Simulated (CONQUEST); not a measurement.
Set-up for a self-consistent single point of ZnSe (F-43m, 8 atoms in the cell; from Materials Project mp-1190, changed as shown).

```
CELL_PARAMETERS angstrom
      5.55159     0.00000     0.00000
      0.00000     5.55159     0.00000
      0.00000     0.00000     5.55159
ATOMIC_POSITIONS crystal
  Zn 0.00000 0.00000 0.00000
  Zn 0.00000 0.50000 0.50000
  Zn 0.50000 0.00000 0.50000
  Zn 0.50000 0.50000 0.00000
  Se 0.25000 0.25000 0.25000
  Se 0.25000 0.75000 0.75000
  Se 0.75000 0.25000 0.75000
  Se 0.75000 0.75000 0.25000
```

Computed with CONQUEST with PBE, numerical atomic orbitals double-zeta with polarisation (the shipped basis), PseudoDojo norm-conserving potentials made for PBE.

CONQUEST settings:

- basis = DZP
- Diag.MPMeshX, Y, Z = 6 6 6
- potentials = PseudoDojo norm-conserving PBE
- Grid.GridCutoff = 140 Ha
- DM.SolutionMethod = diagon
- Diag.kT = 0.000735 Ha
- Diag.GammaCentred = true
- minE.SCTolerance = 1.0e-07
- SC.MaxIters = 100
- SC.LinearMixingFactor = 0.5
- SC.KerkerPreCondition = true
- SC.KerkerFactor = 0.1 1/bohr
- AtomMove.TypeOfRun = static

Problem. Estimate, at this level of theory: gap on the k-point mesh and pressure.

Solution. The run gave:

- Gap on the k-point mesh: 1.81 eV
- Pressure: 9.21 GPa

The gap is read on the k-point mesh of the run and can differ from the gap over the whole zone at this level.

For comparison: a first run was changed to give this one (lattice scaled by 0.98), and from it to this one the free energy rises by 55.1 meV/atom, the pressure goes from 4.41 to 9.21 GPa and the gap on the mesh goes from 1.500 to 1.814 eV.

The program uses no crystal symmetry, so grid and mesh can part values that symmetry would make equal. The atom-centred basis is finite, which shifts total energies, pressures and gaps against plane waves. The structure comes from a collection of computed structures, made at another level of theory; the collection holds predicted forms beside known ones.

Cost on one core: very roughly 110 core-seconds.
